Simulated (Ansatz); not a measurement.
Given:

SnSe:
```
SnSe
1.0
   11.33261     0.00000     0.00000
    0.00000     4.11732     0.00000
    0.00000     0.00000     4.31292
Sn Se
4 4
Direct
  0.61772   0.75000   0.40583
  0.38228   0.25000   0.59417
  0.88228   0.25000   0.90583
  0.11772   0.75000   0.09417
  0.14234   0.25000   0.52416
  0.85766   0.75000   0.47584
  0.35766   0.75000   0.02416
  0.64234   0.25000   0.97584
```

This is the LDA-relaxed structure. Cartesian axes are those of the cell as given.

Problem. All from the program Ansatz at the LDA level (PAW), unless another level is named. Estimate the band gap.

Solution. 0.33 eV (indirect).

Problem. Give the electron effective mass.

Solution. 0.050, 0.13, 0.49 mₑ (principal values).

Problem. Predict the formation energy from the elements (no fitted shifts).

Solution. -0.43 eV/atom.

Problem. Give the hole effective mass.

Solution. 0.11, 0.24, 0.51 mₑ (principal values).

Problem. Predict the valence-band maximum.

Solution. on the Γ–Z line, 70 % of the way from Γ (k = 0.000, 0.000, 0.348).

Problem. What about the weight of the valence-edge state by species (Voronoi cells)?

Solution. Se 70 %, Sn 30 %.

Space group Pnma. Symmetry was held in the LDA relaxation; of distortions, only those at the zone centre were tested. A crystal of weakly bound layers computed without a dispersion correction: the cell and the soft elastic constants depend strongly on that. The references are the lowest solids computed at this level, not always the standard phases. Spin–orbit coupling is left out wherever it is not named.

Potentials: the earlier of the program's two PAW sets.
